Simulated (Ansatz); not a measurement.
# How far is PAW off for Al$_{2}$Au?

```
Al Au
1.0
     0.00000    3.00000    3.00000
     3.00000    0.00000    3.00000
     3.00000    3.00000    0.00000
Al Au
2 1
Direct
  0.25000 0.25000 0.25000
  0.75000 0.75000 0.75000
  0.00000 0.00000 0.00000
```

Atoms are numbered in the order listed.

The cell comes from COD entry 9008999, which wasn't checked; take it as a given geometry.

No spin–orbit coupling, which matters for the heavy atoms here.

Levels of theory: DFT, LDA, PAW with Ansatz's default frozen-core files, scalar-relativistic (Ansatz 0.2.0); DFT, LDA, all-electron PAW with datasets made for the crystal, scalar-relativistic (Ansatz 0.2.0); DFT, LDA, all-electron LAPW, scalar-relativistic (Ansatz 0.2.0).

For PAW: a Γ-centred 11×11×11 k mesh, Fermi–Dirac smearing of 0.05 eV, cutoff 420 eV, no spin polarisation; the PAW files were made with PBE, and the program remakes their frozen cores for this functional. The crystal-made all-electron datasets (AE datasets) take a cutoff of 260 eV at this cell. LAPW targets a basis error of 0.5 meV/atom. The Ansatz runs share mesh, smearing and spin set-up. Plane-wave (PAW) pressures include the program's estimate of the Pulay term.

Stress and pressure are positive in compression.

Levels count from the Fermi level.

```json
{"quantity": "pressure (GPa)", "PAW": "-2.53", "AE datasets": "-2.52", "LAPW": "-2.52"}
{"quantity": "highest filled level at Γ (eV)", "PAW": "-5.675", "AE datasets": "-5.675", "LAPW": "-5.675"}
{"quantity": "lowest empty level at Γ (eV)", "PAW": "2.071", "AE datasets": "2.064", "LAPW": "2.064"}
{"quantity": "highest filled level at W (eV)", "PAW": "-2.212", "AE datasets": "-2.215", "LAPW": "-2.215"}
{"quantity": "lowest empty level at W (eV)", "PAW": "4.072", "AE datasets": "4.075", "LAPW": "4.075"}
{"quantity": "highest filled level at X (eV)", "PAW": "-2.134", "AE datasets": "-2.137", "LAPW": "-2.137"}
{"quantity": "lowest empty level at X (eV)", "PAW": "1.197", "AE datasets": "1.197", "LAPW": "1.197"}
```

PAW's pressure differs from the LAPW value by about 0.01 GPa or less.
